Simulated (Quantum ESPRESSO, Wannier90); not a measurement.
HfS₂ (CdI2 type), plane waves to Wannier functions

```xyz
3
Lattice="3.6397 0.0000 0.0000 -1.8198 3.1520 0.0000 0.0000 0.0000 6.0556" Properties=species:S:1:pos:R:3 pbc="T T T"
Hf     0.0000     0.0000     0.0000
S     -1.8198     1.0507    -1.4294
S      1.8198    -1.0507     1.4294
```

Cell from Materials Project (mp-985829), symmetrised, no further relaxation. Not found in the COD (Crystallography Open Database) copy used; not checked further. Level: PBEsol, no spin polarisation, no spin-orbit coupling; pw.x of Quantum ESPRESSO at 47 Ry with PseudoDojo potentials, 12×12×6 k-points, Wannier90. Density: 12×12×6 mesh, cold smearing 0.01 Ry. The cell is built of weakly bound layers, chains or molecules, whose nearest atoms lie 3.83 Å apart. Database cells relaxed without dispersion often hold them too far apart, which can enlarge gaps and weakens couplings between them; spacing and stacking were not compared with the measured crystal. Spin-orbit coupling is left out although heavy elements are present.

Base run: 11 functions from bands 7-27 of the 27 computed, start hydrogen-like Hf: d; S: p, centres 0.05 Å off the atoms, frozen window up to 2.63 eV relative to the valence-band maximum, outer window open. One setting was then changed (edges relative to the valence-band maximum; misfit to pw.x on a path, for states up to 2.1 eV relative to the valence-band maximum).

| run | Ω_I (Å²) | rms misfit (meV) | worst (meV) |
|---|---|---|---|
| base | 19.48 | 0.3 | 2.8 |
| changed | 18.91 | 21 | 151 |

Q: Which change was made?
A. only the lowest 16 of the kept bands
B. frozen window to 1.63 eV
C. outer window to 11.89 eV
D. frozen window to 3.63 eV
E. only the lowest 18 of the kept bands

A: B, frozen window to 1.63 eV. The others give:

```
run                                   Ω_I (Å²)  rms misfit (meV)  worst (meV)
------------------------------------  --------  ----------------  -----------
frozen window to 3.63 eV                 20.28               0.2          1.2
outer window to 11.89 eV                 20.77               0.2          2.4
only the lowest 16 of the kept bands     21.47               0.3          2.4
only the lowest 18 of the kept bands     20.19               0.3          2.6
```
